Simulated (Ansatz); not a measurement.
Ti₃C₂O₂:
```
CELL_PARAMETERS angstrom
      3.02216     0.00000     0.00000
     -1.51108     2.61727     0.00000
      0.00000     0.00000     9.98005
ATOMIC_POSITIONS crystal
  O  0.00000 0.00000 0.65374
  Ti 0.33333 0.66667 0.74304
  C  0.66667 0.33333 0.87446
  Ti 0.00000 0.00000 0.00000
  C  0.33333 0.66667 0.12554
  Ti 0.66667 0.33333 0.25696
  O  0.00000 0.00000 0.34626
```

Relaxed with r²SCAN+D4.

Q: Map the electron localisation function on the plane through (0.000, 0.000, 0.654) spanned by u = [0, 0, 1] and v = [1, -1, 0] in lattice vectors, from the program Ansatz at the r²SCAN+D4 level (PAW).

A: x is the fraction of u, y of v (the angle between them is 90°; rows are the nearest grid lines); atoms in the plane: O at (0.00, 0.00), Ti at (0.09, 0.33), C at (0.22, 0.67), Ti at (0.35, 0.00), C at (0.47, 0.33), Ti at (0.60, 0.67), O at (0.69, 0.00).
```
y \ x   0.000  0.100  0.175  0.275  0.375  0.450  0.550  0.625  0.725  0.825  0.900   1.00
------  -----  -----  -----  -----  -----  -----  -----  -----  -----  -----  -----  -----
1.00    0.233  0.487  0.105  0.497  0.250  0.057  0.095  0.777  0.699  0.066  0.660  0.233
0.923   0.740  0.341  0.243  0.348  0.609  0.068  0.081  0.720  0.829  0.051  0.579  0.740
0.846   0.774  0.153  0.677  0.275  0.213  0.149  0.053  0.158  0.756  0.027  0.318  0.774
0.769   0.287  0.308  0.802  0.784  0.069  0.202  0.436  0.661  0.147  0.010  0.046  0.287
0.692   0.034  0.591  0.680  0.765  0.196  0.138  0.623  0.191  0.021  0.004  0.005  0.034
0.615   0.037  0.505  0.736  0.787  0.183  0.198  0.646  0.399  0.023  0.004  0.006  0.037
0.538   0.041  0.103  0.769  0.783  0.220  0.637  0.317  0.527  0.034  0.004  0.010  0.041
0.462   0.042  0.599  0.237  0.513  0.507  0.794  0.470  0.048  0.035  0.004  0.013  0.042
0.385   0.161  0.276  0.169  0.174  0.736  0.410  0.812  0.155  0.024  0.002  0.012  0.161
0.308   0.212  0.054  0.193  0.139  0.762  0.214  0.824  0.203  0.020  0.002  0.012  0.212
0.231   0.092  0.625  0.092  0.118  0.429  0.750  0.747  0.130  0.256  0.007  0.066  0.092
0.154   0.715  0.095  0.118  0.065  0.306  0.618  0.411  0.392  0.751  0.024  0.345  0.715
0.0769  0.747  0.301  0.140  0.314  0.662  0.102  0.122  0.735  0.825  0.051  0.582  0.747
0.000   0.233  0.487  0.105  0.497  0.250  0.057  0.095  0.777  0.699  0.066  0.660  0.233
```

The density is the valence pseudo-density with augmentation charge, so density and ELF within about 1 Å of a nucleus are not all-electron values.

Space group P-3m1. The start of the workflow was typed in or built on a structure type; neither database checked (COD, Materials Project) lists it. Whether it is the stable phase at ambient conditions was not checked. The r²SCAN+D4 relaxation kept the symmetry of its start; its stability against distortions is not shown here. The workflow began spin-polarised and lost its moments.

Potentials: the later of the program's two PAW sets.
